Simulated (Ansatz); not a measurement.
Question: Each is relaxed and computed with LDA in the plane-wave PAW code Ansatz. Which is the only one with a gap?
A) LaB2C2, P4/mbm (La on 2a, B on 4h, C on 4h)
B) La2B4Rh5, Fmmm (Pearson symbol oF44)
C) LaH3O3, P6_3/m (La on 2d, H on 6h, O on 6h)
D) Li4H4Rh, I4/m (Li on 8h, H on 8h, Rh on 2a)

Answer: C, LaH3O3, P6_3/m (La on 2d, H on 6h, O on 6h). LaH3O3: gap 3.70 eV (direct); La2B4Rh5: metal; LaB2C2: metal; Li4H4Rh: metal. Standing as an ambient phase not checked: LaH3O3, P6_3/m (La on 2d, H on 6h, O on 6h); La2B4Rh5, Fmmm (Pearson symbol oF44); LaB2C2, P4/mbm (La on 2a, B on 4h, C on 4h); Li4H4Rh, I4/m (Li on 8h, H on 8h, Rh on 2a). Unstable at this level: LaH3O3, P6_3/m (La on 2d, H on 6h, O on 6h). All cells were relaxed under the symmetry of their starts (and spin orders); stability against distortions was not tested throughout. Rows with no word on spin ran without spin polarisation. Spin–orbit coupling is left out wherever it is not named.

Potentials: the later of the program's two PAW sets.
